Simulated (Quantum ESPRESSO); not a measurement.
Parts of the isotropic shielding in AlP, by PBE GIPAW on JTH datasets (Quantum ESPRESSO, modified build), 20 Ha, k-mesh 8×8×8 shifted:

```
CELL_PARAMETERS angstrom
      0.00000     2.72550     2.72550
      2.72550     0.00000     2.72550
      2.72550     2.72550     0.00000
ATOMIC_POSITIONS crystal
  Al 0.00000 0.00000 0.00000
  P  0.25000 0.25000 0.25000
```
The cell was made here from an entry of the Crystallography Open Database (unchecked): atoms relaxed with PBE in the measured cell (PBE without dispersion, pw.x of Quantum ESPRESSO, symmetry kept).  Stability against distortions was not tested.

The core term is that of the free atom's frozen core; the paramagnetic column sums the reconstruction terms. Shieldings are absolute and leave out the bulk-susceptibility term; a larger σ means a smaller chemical shift. By our sweeps, such settings leave a few ppm in absolute σ. The datasets of Al, P hold no d projectors, which limits absolute σ on these atoms. Static lattice: thermal averaging is not included.

```csv
site,core,bare (smooth current),diamagnetic correction,paramagnetic corrections,σ_iso (ppm)
Al (atom 1),766.8,-18.4,2.4,(withheld),(withheld)
P (atom 2),908.8,10.5,2.8,(withheld),(withheld)
```

Question: What belongs in the gaps?

Answer: 
- Al (atom 1), paramagnetic corrections: -335.9
- Al (atom 1), σ_iso (ppm): 414.9
- P (atom 2), paramagnetic corrections: -444.5
- P (atom 2), σ_iso (ppm): 477.6
